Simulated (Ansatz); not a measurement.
Cs2YAgCl6:
```cif
data_Ag4Cl24Cs8Y4
_chemical_formula_sum 'Cs8 Y4 Ag4 Cl24'
_space_group_name_H-M_alt 'Fm-3m'
_space_group_IT_number 225
_space_group_name_Hall '-F 4 2 3'
_cell_length_a 10.57307
_cell_length_b 10.57307
_cell_length_c 10.57307
_cell_angle_alpha 90.000
_cell_angle_beta 90.000
_cell_angle_gamma 90.000
loop_
_atom_site_label
_atom_site_type_symbol
_atom_site_symmetry_multiplicity
_atom_site_Wyckoff_symbol
_atom_site_fract_x
_atom_site_fract_y
_atom_site_fract_z
_atom_site_occupancy
Cs1 Cs 8 c 0.25000 0.25000 0.25000 1
Y1 Y 4 b 0.50000 0.50000 0.50000 1
Ag1 Ag 4 a 0.00000 0.00000 0.00000 1
Cl1 Cl 24 e 0.00000 0.00000 0.25347 1
```
(The calculation used a cell of 10 atoms; values per cell refer to that cell.)

Relaxed with PBEsol.

### Question
Which orbitals make up the states near the band edges in PBEsol in the plane-wave PAW code Ansatz?

### Answer
Top 1 eV of the valence band: Ag 4d 55 %, Cl 3p 38 %. Bottom 1 eV of the conduction band: Y 4d 63 %, Ag 5s 11 %, Cl 3p 11 %, outside the projected shells 8 %. Projections are on Löwdin-orthogonalised atomic valence shells; empty p or d shells of many metals are not among them.

### Question
Tabulate the density of states.

### Answer
States/eV per cell of 10 atoms, in 0.25 eV bins, energy from the valence-band maximum.

```csv
E (eV),total,Cl 3p,Cs 5p,Ag 4d
-7.87,0.00,0.00,0.00,0.00
-7.62,0.00,0.00,0.00,0.00
-7.37,0.00,0.00,0.00,0.00
-7.12,0.00,0.00,0.00,0.00
-6.87,33.17,0.99,31.84,0.02
-6.62,14.83,0.14,14.53,0.00
-6.37,0.00,0.00,0.00,0.00
-6.12,0.00,0.00,0.00,0.00
-5.87,0.00,0.00,0.00,0.00
-5.62,0.00,0.00,0.00,0.00
-5.37,0.00,0.00,0.00,0.00
-5.12,0.00,0.00,0.00,0.00
-4.87,0.00,0.00,0.00,0.00
-4.62,0.00,0.00,0.00,0.00
-4.37,0.70,0.54,0.00,0.01
-4.12,4.55,3.39,0.00,0.19
-3.87,5.87,4.13,0.01,0.78
-3.62,7.73,4.87,0.01,2.06
-3.37,7.08,4.56,0.02,1.98
-3.12,12.85,9.87,0.11,1.53
-2.87,21.53,17.43,0.34,2.32
-2.62,11.83,7.75,0.24,3.31
-2.37,12.04,9.44,0.17,1.17
-2.12,9.41,7.45,0.08,1.24
-1.87,15.43,13.70,0.15,1.11
-1.62,21.61,19.65,0.13,1.36
-1.37,13.59,10.28,0.04,3.05
-1.12,21.91,12.10,0.06,9.54
-0.87,1.86,0.90,0.00,0.95
-0.62,1.05,0.27,0.00,0.68
-0.37,7.49,2.43,0.00,4.36
-0.12,7.46,3.16,0.00,3.93
0.13,0.00,0.00,0.00,0.00
0.38,0.00,0.00,0.00,0.00
0.63,0.00,0.00,0.00,0.00
0.88,0.00,0.00,0.00,0.00
1.13,0.00,0.00,0.00,0.00
1.38,0.00,0.00,0.00,0.00
1.63,0.00,0.00,0.00,0.00
1.88,0.00,0.00,0.00,0.00
2.13,0.00,0.00,0.00,0.00
2.38,0.00,0.00,0.00,0.00
2.63,0.00,0.00,0.00,0.00
2.88,0.00,0.00,0.00,0.00
3.13,0.00,0.00,0.00,0.00
3.38,0.00,0.00,0.00,0.00
3.63,0.00,0.00,0.00,0.00
3.88,0.96,0.05,0.00,0.00
4.13,19.41,1.98,0.03,0.04
4.38,9.95,1.24,0.02,0.01
4.63,1.47,0.18,0.01,0.00
4.88,0.21,0.03,0.00,0.00
5.13,0.01,0.00,0.00,0.00
5.38,1.44,0.04,0.00,0.00
5.63,3.41,0.12,0.01,0.00
5.88,6.52,0.30,0.01,0.00
6.13,12.31,0.75,0.02,0.01
6.38,10.89,0.53,0.02,0.01
6.63,11.13,0.50,0.01,0.01
6.88,12.24,0.70,0.01,0.03
7.13,8.72,0.31,0.00,0.01
7.38,13.33,0.29,0.00,0.00
7.63,15.99,0.35,0.00,0.01
7.88,9.92,0.31,0.00,0.01
8.13,6.52,0.16,0.00,0.00
```

The first step of the workflow began from a Materials Project structure, measured or hypothetical; the Crystallography Open Database copy checked does not list it. Its standing as an ambient phase is unchecked. The cell was relaxed with PBEsol under the symmetry of its start; whether a distortion lowers the energy is not shown. No spin polarisation was allowed. Spin–orbit coupling is left out wherever it is not named.

Potentials: the later of the program's two PAW sets.
